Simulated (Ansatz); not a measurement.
Cs2O2:
```
Cs2O2
1.0
   -2.15713     3.22994     3.77381
    2.15713    -3.22994     3.77381
    2.15713     3.22994    -3.77381
Cs O
2 2
Cartesian
  0.00000   0.00000   1.91794
  0.00000   0.00000   5.62969
  0.00000   3.97831   0.00000
  0.00000   2.48157   0.00000
```

Relaxed with r²SCAN. Independent-particle spectrum: no excitons, no local fields, no scissors shift; 0.1 eV broadening; ε₁ of the summed bands alone.

Question: Tabulate the dielectric function from r²SCAN in the plane-wave PAW code Ansatz.

Answer: 

```tsv
E (eV)	ε₁ xx	ε₂ xx	ε₁ yy	ε₂ yy	ε₁ zz	ε₂ zz
0.0	3.03	0.00	3.27	0.00	2.98	0.00
0.4	3.03	0.00	3.28	0.00	2.99	0.00
0.8	3.06	0.00	3.30	0.00	3.01	0.00
1.2	3.10	0.00	3.34	0.00	3.04	0.00
1.6	3.16	0.00	3.41	0.00	3.11	0.00
2.0	3.27	0.00	3.51	0.00	3.23	0.00
2.4	3.45	0.00	3.69	0.01	3.36	0.20
2.8	4.01	0.22	4.01	0.08	3.36	0.32
3.2	4.00	1.15	4.58	0.69	3.44	0.39
3.6	2.76	1.20	4.27	2.75	3.42	0.59
4.0	2.88	0.57	2.23	0.46	3.64	0.53
4.4	3.10	0.67	3.40	0.55	3.67	1.42
4.8	3.23	0.60	3.25	1.09	2.75	1.21
5.2	3.62	0.72	3.26	0.66	3.24	0.83
5.6	3.69	0.88	3.23	0.90	2.97	0.86
6.0	3.67	1.18	3.50	0.67	3.14	1.13
6.4	5.07	2.23	3.73	0.64	4.46	1.31
6.8	0.62	4.56	3.99	0.92	0.96	2.82
7.2	1.44	1.28	4.43	1.27	2.21	1.27
7.6	1.76	1.22	4.58	1.92	2.31	1.33
8.0	1.93	0.97	4.70	2.55	2.31	1.02
8.4	2.37	0.82	3.99	2.00	2.46	0.88
8.8	2.33	1.02	6.36	4.04	2.65	1.09
9.2	2.61	1.10	3.27	9.39	2.77	1.17
9.6	2.52	1.22	-1.86	2.19	2.81	1.05
10.0	3.06	1.29	0.62	1.63	3.41	1.29
10.4	2.92	1.46	1.55	1.48	3.33	2.83
10.8	2.68	1.20	2.02	1.42	2.57	1.56
11.2	3.39	1.55	2.49	2.01	2.93	1.71
11.6	3.81	1.89	2.68	2.23	3.82	1.52
12.0	2.17	3.60	2.80	2.71	4.71	3.81
```

With all bands, ε∞ without local fields is 3.15 (xx), 3.39 (yy), 3.10 (zz).

Space group Immm. The workflow started from a Materials Project entry (that database holds measured and hypothetical structures alike); the Crystallography Open Database copy checked does not list it. Whether it is the stable phase at ambient conditions was not checked. The cell was relaxed with r²SCAN under the symmetry of its start; whether a distortion lowers the energy is not shown. Scalar-relativistic: spin–orbit coupling is off unless named, which matters more the heavier the elements.

Potentials: the later of the program's two PAW sets.
